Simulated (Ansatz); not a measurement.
HfScTaN3 in space group P3m1 (No. 156; Pearson symbol hP6), PBEsol in the plane-wave PAW code Ansatz, all energies at zero smearing, with the estimated change up to a 700 eV cutoff added, with one set of potentials and settings (totals compare only within such a set). Cell of 6 atoms (1 Hf, 1 Sc, 1 Ta, 3 N): -28663.518 eV.

```csv
element,reference phase,E (eV/atom)
Hf,"P6_3/mmc, 2 atoms in the cell",-15598.8041
Sc,"P6_3/mmc, 2 atoms in the cell",-2111.3717
Ta,"Im-3m, 1 atoms in the cell",-9807.4091
N,"Pa-3, 8 atoms in the cell",-378.4910
```

Formation energy per atom, worked out: (-28663.518 − 1×(-15598.8041) − 1×(-2111.3717) − 1×(-9807.4091) − 3×(-378.4910))/6 = -1.743 eV/atom (-168 kJ per mol of atoms), at 0 K, without zero-point energy or fitted corrections.

The start of the workflow was typed in or built on a structure type; neither database checked (COD, Materials Project) lists it. Whether it is the stable phase at ambient conditions was not checked. The PBEsol relaxation kept the symmetry of its start; its stability against distortions is not shown here. The run is not spin-polarised. The references are the lowest solids computed at this level, not always the standard phases (solids in place of the gases). Scalar-relativistic: spin–orbit coupling is off unless named, which matters more the heavier the elements.

Potentials: the earlier of the program's two PAW sets. The files were generated under PBE; for other functionals the program regenerates the frozen cores, and for LDA and PBEsol the local potential too.
